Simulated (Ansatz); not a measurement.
# Property card for Sb

Sb:
```
Sb
1.0
    0.00000     2.38704     2.38704
    2.38704     0.00000     2.38704
    2.38704     2.38704     0.00000
Sb
1
Direct
  0.00000   0.00000   0.00000
```

Space group Fm-3m (No. 225), fcc (Cu type); conventional cell a = b = c = 4.7741 Å, α = β = γ = 90.00°.

Method: plane-wave PAW r²SCAN (Ansatz code). The cell and atoms are relaxed at this level. Other levels are named where they apply.

**Cell and energy**

Volume per atom: 27.20 Å³
Density: 7.43 g/cm³

**Electronic structure**

* **Electronic character**: metallic (no gap)
* **Density of states at the Fermi level**: 0.67 states/eV per atom (mean over ±0.08 eV)
* **Gap with spin–orbit coupling**: none (metallic)

**Mechanics**

- Bulk modulus (Birch–Murnaghan fit): 61.2 GPa
- Pressure derivative B′: 4.1
- Elastic constants (relaxed ions, GPa): C11 = 35.7, C12 = 73.1, C44 = -6.4
- Mechanical stability: unstable (C has a negative eigenvalue)

A made-up cell: these elements were put on the sites of a structure type; the Crystallography Open Database files this formula in space group No. 225, but the cells were not matched. It is not the phase usual at ambient conditions (space group No. 166). Symmetry was held in the r²SCAN relaxation. As this level gives no gap, shear constants depend on the k-mesh and smearing (Fermi–Dirac, 0.1 eV here). Scalar-relativistic: spin–orbit coupling is off unless named, which matters more the heavier the elements.

Potentials: the later of the program's two PAW sets.
